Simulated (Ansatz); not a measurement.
Crystals of one structure type (fcc (Cu type)), relaxed and computed with DFT-PBE in the program Ansatz with PAW potentials.

```csv
crystal,a (Å),B₀ by P(V) fit (GPa),Θ_D (K),K_Hill (GPa),G_Hill (GPa)
Ca,5.526,17.4,225,17.5,8.8
Cu,3.629,141,352,142,51.2
Sr,6.027,11.6,133,12.0,6.2
Pd,___,___,___,___,___
Ir,3.871,347,429,348,221
Pt,3.970,248,231,248,60.9
Au,4.157,139,127,140,17.5
Pb,5.041,39.6,106,39.4,10.8
```

Fill in the missing entries.


- Pd, a (Å): 3.942
- Pd, B₀ by P(V) fit (GPa): 168
- Pd, Θ_D (K): 278
- Pd, K_Hill (GPa): 169
- Pd, G_Hill (GPa): 49.0

All cells were relaxed under the symmetry of their starts (and spin orders); stability against distortions was not tested throughout. Rows with no word on spin ran without spin polarisation. Scalar-relativistic: spin–orbit coupling is off unless named, which matters more the heavier the elements.

Potentials: the later of the program's two PAW sets.
